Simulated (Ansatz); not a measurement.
AlRu (CsCl type)

```cif
data_AlRu
_chemical_formula_sum 'Al1 Ru1'
_space_group_name_H-M_alt 'P 1'
_space_group_IT_number 1
_cell_length_a 2.98252
_cell_length_b 2.98252
_cell_length_c 2.98252
_cell_angle_alpha 90.000
_cell_angle_beta 90.000
_cell_angle_gamma 90.000
loop_
_space_group_symop_operation_xyz
  'x, y, z'
loop_
_atom_site_label
_atom_site_type_symbol
_atom_site_fract_x
_atom_site_fract_y
_atom_site_fract_z
_atom_site_occupancy
Al1 Al 0.00000 0.00000 0.00000 1
Ru1 Ru 0.50000 0.50000 0.50000 1
```

E(V) scan at fixed shape, V₀ the volume above. Symmetry pins the atoms to their sites.

These are r2SCAN (plane waves to 500 eV, PAW, scalar-relativistic; Ansatz, a quantum-chemistry and plane-wave program) values and carry that method's errors. k mesh 16×16×16 (Γ-centred), Fermi-Dirac smearing 0.05 eV. The energy includes the smearing's −TS. Stress and pressure are positive under compression. AlRu is run without spin polarisation. AlRu was relaxed with its symmetry unable to fall. ΔE is measured from the relaxed starting cell.

| a (Å) | P (GPa) | ΔE (kJ/mol of atoms) |
|---|---|---|
| 2.8796 | 29.2 | [?] |
| 2.9008 | 22.1 | [?] |
| 2.9216 | [?] | 3.5 |
| 2.9422 | 9.8 | [?] |
| 2.9625 | 4.7 | 0.4 |
| 2.9825 | 0.0 | 0.0 |
| 3.0023 | -4.2 | 0.3 |
| 3.0218 | -7.9 | 1.3 |
| 3.0410 | -11.3 | 2.9 |
| 3.0600 | -14.4 | 4.9 |
| 3.0788 | -17.1 | 7.4 |

Question: What belongs in the gaps?

Answer: 
- 2.8796, ΔE (kJ/mol of atoms): 10.6
- 2.9008, ΔE (kJ/mol of atoms): 6.5
- 2.9216, P (GPa): 15.6
- 2.9422, ΔE (kJ/mol of atoms): 1.5

(Under strain, the slope of the energy per volume gives the stress and its curvature an elastic modulus.)
